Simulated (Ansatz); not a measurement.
C:
```yaml
crystal:
  lattice:
    - [3.56133, 0.00000, 0.00000]
    - [-1.78067, 3.08421, 0.00000]
    - [0.00000, 0.00000, 3.36395]
  atoms:
    - { symbol: C, position: [0.23245, 0.46491, 0.25000] }
    - { symbol: C, position: [0.53509, 0.76755, 0.58333] }
    - { symbol: C, position: [0.23245, 0.76755, 0.91667] }
    - { symbol: C, position: [0.76755, 0.53509, 0.75000] }
    - { symbol: C, position: [0.46491, 0.23245, 0.08333] }
    - { symbol: C, position: [0.76755, 0.23245, 0.41667] }
```

Tensor components refer to the Cartesian frame of this cell.

Task: Give the proper piezoelectric stress tensor with relaxed ions from DFT-r²SCAN in the program Ansatz with PAW potentials.

Result: In C/m², rows x, y, z, Voigt columns; mesh uncertainty up to 0.00.
```
 0.00   0.00   0.00  -0.11   0.00   0.00
 0.00   0.00   0.00   0.00   0.11   0.00
 0.00   0.00   0.00   0.00   0.00   0.00
```

The elastic tensor of the same run (GPa):

```
     1    2    3    4    5    6
-  ---  ---  ---  ---  ---  ---
1  955  177  119  0.0  0.0  0.0
2  177  955  119  0.0  0.0  0.0
3  119  119  902  0.0  0.0  0.0
4  0.0  0.0  0.0  520  0.0  0.0
5  0.0  0.0  0.0  0.0  520  0.0
6  0.0  0.0  0.0  0.0  0.0  389
```

Task: Convert to strain constants d = e·S.

Result: In pC/N:
```
 0.0   0.0   0.0  -0.2   0.0   0.0
 0.0   0.0   0.0   0.0   0.2   0.0
 0.0   0.0   0.0   0.0   0.0   0.0
```

Space group P6_122. The start of the workflow was typed in or built on a structure type; neither database checked (COD, Materials Project) lists it. It is not the phase usual at ambient conditions (space group No. 194, 227). The cell was relaxed with r²SCAN under the symmetry of its start; its stability against distortions is not shown here. Signs of piezoelectric constants follow the polarity of the cell as given.

Potentials: the later of the program's two PAW sets.
